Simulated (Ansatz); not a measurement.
NbC (NiAs type, space group No. 194), DFT-PBEsol in the program Ansatz with PAW potentials, all energies at zero smearing, with the estimated change up to a 700 eV cutoff added, with one set of potentials and settings (totals compare only within such a set). Cell of 4 atoms (2 Nb, 2 C): -9486.389 eV.

| element | reference phase | E (eV/atom) |
|---|---|---|
| Nb | Im-3m, 1 atoms in the cell | -4495.4542 |
| C | P6_3/mmc, 4 atoms in the cell | -246.6950 |

Formation energy per atom, worked out: (-9486.389 − 2×(-4495.4542) − 2×(-246.6950))/4 = -0.523 eV/atom (-50 kJ per mol of atoms), at 0 K, without zero-point energy or fitted corrections.

The workflow started from a Materials Project entry (that database holds measured and hypothetical structures alike); the Crystallography Open Database copy checked does not list it. It is not the phase usual at ambient conditions (space group No. 225). Symmetry was held in the PBEsol relaxation; whether a distortion lowers the energy is not shown. The run is not spin-polarised. The references are the lowest solids computed at this level, not always the standard phases.

Potentials: the later of the program's two PAW sets.
